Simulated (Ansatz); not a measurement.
An Ansatz (a first-principles code) run. Input:

Ansatz 0.2 input:
```yaml
crystal:
  lattice:
    - [0.0, 2.1887624336, 2.1887624336]
    - [2.1887624336, 0.0, 2.1887624336]
    - [2.1887624336, 2.1887624336, 0.0]
  atoms:
    - { symbol: Al, position: [0.0, 0.0, 0.0] }
    - { symbol: N, position: [0.25, 0.25, 0.25] }
kpoints:
  mp_grid: { grid: [8, 8, 8] }
hamiltonian:
  xc: hse06
  pseudopotentials: { kind: paw }
scf:
  n_extra_bands: 6
  occupations: { method: fixed }
output:
  eigenvalues: true
  eigenstates:
    e_range: [-9.0, 12.8]
    kpoints:
      - [0.0, 0.0, 0.0]  # VBM
      - [0.0, 0.5, 0.5]  # CBM
      - [0.0, 0.0, 0.0]  # GAMMA
      - [0.5, 0.0, 0.5]  # X
      - [0.5, 0.5, 0.5]  # L
      - [0.5, 0.25, 0.75]  # W
      - [0.375, 0.375, 0.75]  # K
      - [0.625, 0.25, 0.625]  # U
```

Output (shortened):

```
Pseudopotential: Al, paw, valence charge 3
Pseudopotential: N, paw, valence charge 5
Functional definition: HSE06
davidson cushion auto → on  (no smearing: the cushion is to keep the highest requested band from converging to the state above it …
Crystal: 2 atoms, lattice volume = 20.971 Å³
Basis set: ecut = 420 eV, 411 PW (Γ)
Bands: 10, of which v1, the nominal top of the filled ones, is band 4 counted from 1 (3 counted from 0)
Symmetry: 24 space group operations
Space group: F-43m (ITA 216), of the structure as read, at distance tolerance 2.8e-5 Å
k-points: 29 of 512 (time reversal used)
SCF iter   1: F=—  HF=-924.201489 eV  |F-HF|=—  |Δ(HF+E_count)|=         —  Δρ=8.92e-4  dr2=1.02e-4  ethr=1.77e-3  ⟨swp⟩=2.0  Hψ=2225  notcnv=0
preconditioner: auto → none
SCF iter   2: F=-924.201575 eV  HF=-924.201554 eV  |F-HF|=2.12e-5  |Δ(HF+E_count)|=   6.52e-5  Δρ=4.10e-4  dr2=2.26e-5  ethr=1.28e-6  ⟨swp⟩=3.7  Hψ=940  notcnv=0
SCF 1 stopped early in 2 iterations: F = -924.201575 eV  dr2 = 2.26e-5
Crystal: 2 atoms, lattice volume = 20.971 Å³
Exchange kernel: α = 0.2500, screened, ω = 0.2079 Å⁻¹, Wigner–Seitz truncation, v(0) = 1046.7459 eV·Å³, q-mesh 8×8×8, nearest image of the exchange supercell L …
Frozen-core exchange: fock
SCF iter   1: F=—  HF=-924.658444 eV  |F-HF|=—  |Δ(HF+E_count)|=         —  Δρ=6.42e-3  dr2=4.26e-3  ethr=2.82e-6  ⟨swp⟩=6.0  Hψ=1508  notcnv=0
preconditioner: auto → none
SCF iter   2: F=—  HF=-924.656831 eV  |F-HF|=—  |Δ(HF+E_count)|=   1.61e-3  Δρ=2.85e-3  dr2=1.17e-3  ethr=2.82e-6  ⟨swp⟩=3.0  Hψ=986  notcnv=0
iter 3 solved again at ethr=5.11e-8 eV; its pass at ethr=2.82e-6 eV (dr2=4.08e-6 eV) is discarded
SCF iter   3: F=—  HF=-924.656448 eV  |F-HF|=—  |Δ(HF+E_count)|=   3.82e-4  Δρ=1.57e-4  dr2=2.79e-4  ethr=5.11e-8  ⟨swp⟩=2.4  Hψ=1681  notcnv=0
SCF iter   4: F=—  HF=-924.659070 eV  |F-HF|=—  |Δ(HF+E_count)|=   2.62e-3  Δρ=5.39e-4  dr2=6.40e-5  ethr=5.08e-8  ⟨swp⟩=4.1  Hψ=1280  notcnv=0
SCF iter   5: F=—  HF=-924.659054 eV  |F-HF|=—  |Δ(HF+E_count)|=   1.66e-5  Δρ=4.17e-5  dr2=3.93e-6  ethr=5.08e-8  ⟨swp⟩=3.1  Hψ=989  notcnv=0
SCF iter   6: F=-924.659080 eV  HF=-924.659081 eV  |F-HF|=8.60e-7  |Δ(HF+E_count)|=   2.70e-5  Δρ=7.07e-5  dr2=1.47e-6  ethr=2.58e-9  ⟨swp⟩=4.0  Hψ=1221  notcnv=0
SCF 2 stopped early in 6 iterations: F = -924.659080 eV  dr2 = 1.47e-6
hybrid outer 1: dexx = +2.831e-3 eV, tail = 6.07e-6 eV
Crystal: 2 atoms, lattice volume = 20.971 Å³
Exchange kernel: α = 0.2500, screened, ω = 0.2079 Å⁻¹, Wigner–Seitz truncation, v(0) = 1046.7459 eV·Å³, q-mesh 8×8×8, nearest image of the exchange supercell L …
Frozen-core exchange: fock
SCF iter   1: F=—  HF=-924.659081 eV  |F-HF|=—  |Δ(HF+E_count)|=         —  Δρ=2.14e-5  dr2=3.90e-8  ethr=3.80e-7  ⟨swp⟩=2.0  Hψ=697  notcnv=0
preconditioner: auto → none
SCF iter   2: F=-924.659081 eV  HF=-924.659081 eV  |F-HF|=7.48e-9  |Δ(HF+E_count)|=   2.92e-8  Δρ=8.10e-6  dr2=1.54e-8  ethr=3.49e-10  ⟨swp⟩=4.0  Hψ=1095  notcnv=0
SCF 3 converged in 2 iterations: F = -924.659081 eV  dr2 = 1.54e-8
hybrid outer 2: dexx = +6.274e-8 eV, tail = 3.34e-8 eV, Δε = 1.98e-3 eV (about 1.95e-4 eV left of the loop's levels)
NSCF: frozen V_eff on 8 k-points
hybrid SCF converged: 2 outer / 8 inner (+2 warm-up), last move |dexx| = 6.27e-8 eV, tail = 3.34e-8 eV
Stability not checked (fock_operator)
Free energy (F): -924.659081 eV
Frozen-core exchange: fock
Harris-Foulkes:  -924.659081 eV  (|F-HF|=7.48e-9)
Internal energy: -924.659081 eV  (E = F + TS)
E sigma→0 (E₀):  -924.659081 eV
Fermi energy:    5.972034 eV
--- Per-component energies (eV) ---
  E_band       = 3.677496
  E_kinetic    = 159.712391
  E_local      = -222.992198  (includes V_loc(G=0)·N_el)
  E_nonlocal   = 54.245604
  E_hartree    = 77.689816
  E_xc         = -82.538736
  E_vxc        = -86.857469  (∫ρ·V_xc dr)
  E_exx        = -17.893546  (= α·E_x^exact, valence–valence)
  E_paw        = -596.858199  (= ΣΔE_a)
  E_vpaw       = -20.022839  (= ΣTr[D̂ρ^β])
  E_aug_tail   = 0.000097  (compensation charges beyond the density's cutoff)
  E_ewald      = -295.957316
  E_core_change = -0.066995  (= ΣΔE_core)
  E_smearing   =  0.000000  (= −TS)
  E_closure    =  0.000000  (closes the sum)
  Σ components = -924.659081   (vs F -924.659081, Δ=1.14e-13)
  [band-id]    e_kinetic+e_local+e_nonlocal+2·e_hartree+e_vxc+2·e_exx+e_vpaw+e_augmentation_tail = 3.678127   (vs E_band 3.677496, Δ=6.31e-4)
--- Band table (eV; the first three rows and the last of 29) ---
  k-point 0: bands = ["-10.4216", "5.9720", "5.9720", "5.9720", "11.4674", "20.1986", "20.1986", "20.1986", "25.3164", "25.3164"]
  k-point 1: bands = ["-10.1814", "4.7412", "5.8868", "5.8868", "12.4449", "19.6199", "20.3868", "20.3868", "23.7489", "23.7489"]
  k-point 2: bands = ["-9.5244", "2.4918", "5.6942", "5.6942", "13.8633", "18.6164", "19.9330", "19.9330", "23.9326", "23.9326"]
  k-point 28: bands = ["-7.5509", "1.9121", "2.2767", "3.1357", "13.3813", "19.0029", "19.6172", "20.0115", "25.1911", "26.6806"]
```

Cost: about 70 core-seconds (a rough figure) on shared cores.

The points marked VBM and CBM come from a semilocal run.

The PBEsol relaxation kept the symmetry of its start.

Potentials: the later of the program's two PAW sets.

Ansatz is a plane-wave DFT program.
